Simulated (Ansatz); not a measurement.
An Ansatz input:

```yaml
crystal:
  lattice:
    - [2.7368407205, 0.0, 0.0]
    - [-1.3684203603, 2.37017359, 0.0]
    - [0.0, 0.0, 4.8570644314]
  atoms:
    - { symbol: W, position: [0.3333333333, 0.6666666667, 0.25] }
    - { symbol: W, position: [0.6666666667, 0.3333333333, 0.75] }
hamiltonian:
  xc: lda
  pseudopotentials:
    kind: paw_fr
    azcp:
      W: "pseudopotentials/W.paw.azcp"
basis:
  ecutwfc: 420
  fft_grid_basis: typed
kpoints:
  mp_grid: { grid: [13, 13, 7], shift: [0, 0, 0] }
magnetization:
  noncollinear: true
  spin_orbit: true
scf:
  occupations: { method: fermi_dirac, width: 0.1 }
```

Output

```
Warning: the record states the generating functional pbe (its physics header spells it `PBE`), which answers neither for hamiltonian.xc's functional nor for the lda family's — results may be inconsistent (PPs are generated against a specific XC)
Engine: ansatz 0.2.0, aarch64-unknown-linux-gnu
Pseudopotentials: kind: paw_fr
Pseudopotential: W, paw_fr, valence charge 14, recommended cutoff 420 eV (normal) 
Functional definition: SPW92
  exchange = slater_x
  correlation = pw_c
non-collinear run that drives no moment, with spin-orbit: no starting moment large enough to seed its density (crystal.atoms[].spin), no starting occupations that ask for one, no magnetisation constraint and no magnetic field, so the semilocal B_xc is pinned to zero
Crystal: 2 atoms, lattice volume = 31.507 Å³
Basis set: ecut = 420 eV, 635 PW (Γ)
Bands: 36, of which v1, the nominal top of the filled ones, is band 28 counted from 1 (27 counted from 0)
Symmetry: 24 space group operations + 24 with time reversal
Magnetic group: BNS 194.264 (UNI 1494), of the structure as read, at distance tolerance 3.2e-5 Å
k-points: 84 of 1183
Projection manifold: j_resolved (fully-relativistic pseudo-atomic orbitals)
Non-local potential: W, projectors of the file, l = 0: 3, l = 1: 4, l = 2: 4, l = 3: 2
PAW form: soft (Blöchl's): semilocal exchange-correlation on the pseudo side does not see the compensation charge
PAW frozen core: W, regenerated for the run's functional, and the local potential with it (the file was generated under x = pbe(κ = 0.804, μ = 0.2195149727645171), c = pbe(β = 0.06672455060314922))
PAW one-centre angular grid: W, 590 points (default); XC on 64 Gauss nodes
Initial density: superposition of atomic densities (chi_scale 0.1, normalization cell)
Initial wavefunctions: pseudopotential atomic-orbital guess
Functional: x = slater, c = lda
SCF iter   1: F=—  HF=-20306.468257 eV  |F-HF|=—  |Δ(HF+E_count)|=         —  Δρ=5.53e-2  dr2=8.22e-1  dr2_m=0.00e0 (ungated)  ethr=3.10e-3  |M|=0.00e0 ∫|m|=0.00e0 μB  |m|>n=0.0e0 m-floor=0.0e0 τ_xc=0.0e0  β_m=0.30  ⟨swp⟩=5.3  Hψ=7086  notcnv=0
spin=Noncollinear: Kerker preconditioning applied to the charge; magnetization (m_x, m_y, m_z) channels mix plain (no charge-response kernel on spin).
SCF iter   2: F=—  HF=-20306.303587 eV  |F-HF|=—  |Δ(HF+E_count)|=   1.65e-1  Δρ=4.12e-2  dr2=4.46e-1  dr2_m=0.00e0 (ungated)  ethr=2.94e-3  |M|=0.00e0 ∫|m|=0.00e0 μB  |m|>n=0.0e0 m-floor=0.0e0 τ_xc=0.0e0  β_m=0.65  ⟨swp⟩=2.0  Hψ=2076  notcnv=0  defer=38
SCF iter   3: F=—  HF=-20306.129014 eV  |F-HF|=—  |Δ(HF+E_count)|=   1.75e-1  Δρ=3.24e-3  dr2=1.46e-3  dr2_m=0.00e0 (ungated)  ethr=1.59e-3  |M|=0.00e0 ∫|m|=0.00e0 μB  |m|>n=0.0e0 m-floor=0.0e0 τ_xc=0.0e0  β_m=0.82  ⟨swp⟩=2.9  Hψ=2784  notcnv=0  defer=38
SCF iter   4: F=—  HF=-20306.128871 eV  |F-HF|=—  |Δ(HF+E_count)|=   1.43e-4  Δρ=7.08e-4  dr2=1.08e-4  dr2_m=0.00e0 (ungated)  ethr=5.21e-6  |M|=0.00e0 ∫|m|=0.00e0 μB  |m|>n=0.0e0 m-floor=0.0e0 τ_xc=0.0e0  β_m=0.91  ⟨swp⟩=2.0  Hψ=2800  notcnv=0  defer=38
SCF iter   5: F=—  HF=-20306.128848 eV  |F-HF|=—  |Δ(HF+E_count)|=   2.26e-5  Δρ=1.05e-4  dr2=2.74e-6  dr2_m=0.00e0 (ungated)  ethr=3.87e-7  |M|=0.00e0 ∫|m|=0.00e0 μB  |m|>n=0.0e0 m-floor=0.0e0 τ_xc=0.0e0  β_m=0.96  ⟨swp⟩=2.2  Hψ=1906  notcnv=0  defer=38
SCF iter   6: F=—  HF=-20306.128847 eV  |F-HF|=—  |Δ(HF+E_count)|=   1.44e-6  Δρ=1.44e-5  dr2=5.16e-8  dr2_m=0.00e0 (ungated)  ethr=3.57e-10  |M|=0.00e0 ∫|m|=0.00e0 μB  |m|>n=0.0e0 m-floor=0.0e0 τ_xc=0.0e0  β_m=0.98  ⟨swp⟩=2.0  Hψ=4503  notcnv=0
SCF iter   7: F=-20306.128847 eV  HF=-20306.128847 eV  |F-HF|=4.55e-10  |Δ(HF+E_count)|=   1.36e-8  Δρ=2.22e-6  dr2=1.17e-9  dr2_m=0.00e0 (ungated)  ethr=1.84e-10  |M|=0.00e0 ∫|m|=0.00e0 μB  |m|>n=0.0e0 m-floor=0.0e0 τ_xc=0.0e0  ⟨swp⟩=1.0  Hψ=3839  notcnv=0
SCF 1 converged in 7 iterations: F = -20306.128847 eV  dr2 = 1.17e-9
SCF converged after 7 iterations
Magnetization: |M| = 0.0000 μB,  M = (+0.0000, +0.0000, +0.0000) μB
Absolute magnetization: 0.0000 μB (∫|m|)
  site 0: m = (+0.0000, +0.0000, +0.0000) μB, |m| = 0.0000 μB  (R = 1.13 Å)
  site 1: m = (+0.0000, +0.0000, +0.0000) μB, |m| = 0.0000 μB  (R = 1.13 Å)
Free energy (F): -20306.128847 eV
Harris-Foulkes:  -20306.128847 eV  (|F-HF|=4.55e-10)
Internal energy: -20306.068768 eV  (E = F + TS)
E sigma→0 (E₀):  -20306.098808 eV
Entropy (-TS):   -0.060078 eV (-30.039 meV/atom)
Fermi energy:    22.073772 eV
--- Per-component energies (eV) ---
  E_band       = -171.207261
  E_kinetic    = 902.902688
  E_local      = -1211.364409  (includes V_loc(G=0)·N_el)
  E_nonlocal   = 4.553979
  E_hartree    = 434.570734
  E_xc         = -529.847152
  E_vxc        = -478.144158  (∫ρ·V_xc dr)
  E_paw        = -16659.159891  (= ΣΔE_a)
  E_vpaw       = -258.295691  (= ΣTr[D̂ρ^β])
  E_aug_tail   = -0.000132  (compensation charges beyond the density's cutoff)
  E_ewald      = -3248.310123
  E_core_change = 0.585538  (= ΣΔE_core)
  E_smearing   = -0.060078  (= −TS)
  E_closure    = 0.000000  (closes the sum)
  Σ components = -20306.128847   (vs F -20306.128847, Δ=0.00e0)
```
